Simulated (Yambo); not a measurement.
A G0W0@PBEsol run in Yambo for CdZnS$_{2}$ (space group P3m1, No. 156) (3×3×2 Γ-centred k mesh, bands 17 to 286 and a 7 Ry block in the screening, 286 bands in G with the Bruneval-Gonze terminator, plasmon pole fitted at 27.2 eV) gives these matrix elements, in eV, at the band edges (Γ → Γ):

| state | E0 | <Vxc> | <Σx> | <Σc(E0)> | Z |
|---|---|---|---|---|---|
| valence edge | 0.000 | -15.579 | -18.779 | 2.215 | 0.786 |
| conduction edge | 1.311 | -11.286 | -6.981 | -3.788 | 0.812 |

Q: Solve the linearised quasiparticle equation for both states, give the gap, and say how exchange and correlation each act on it.

A: E = E0 + Z(Σx + Σc − Vxc). Valence: 0.000 + 0.786 × (-18.779 + (2.215) − (-15.579)) = -0.77 eV. Conduction: 1.311 + 0.812 × (-6.981 + (-3.788) − (-11.286)) = 1.73 eV. The gap is 2.50 eV, against 1.31 eV in PBEsol. Replacing Vxc by bare exchange alone would open it by 7.50 eV; correlation takes back 6.00 eV of that, and Z scales what is left. Nearest settings tried, and what they do to the gap: 122 bands in G: +16 meV; 144 bands in W: +64 meV; 3 Ry block (55 vectors against 197): -174 meV. Not varied: mesh. So the settings aren't converged at that level. The k mesh is coarse. 

Spin-orbit coupling is included.

Geometry relaxed with PBEsol; primitive cell a = 3.936 Å, b = 3.936 Å, c = 6.518 Å, α = 90.00°, β = 90.00°, γ = 120.00°.

The structure is a Materials Project entry; no match was found in the copy of COD used, and its stability was not checked.
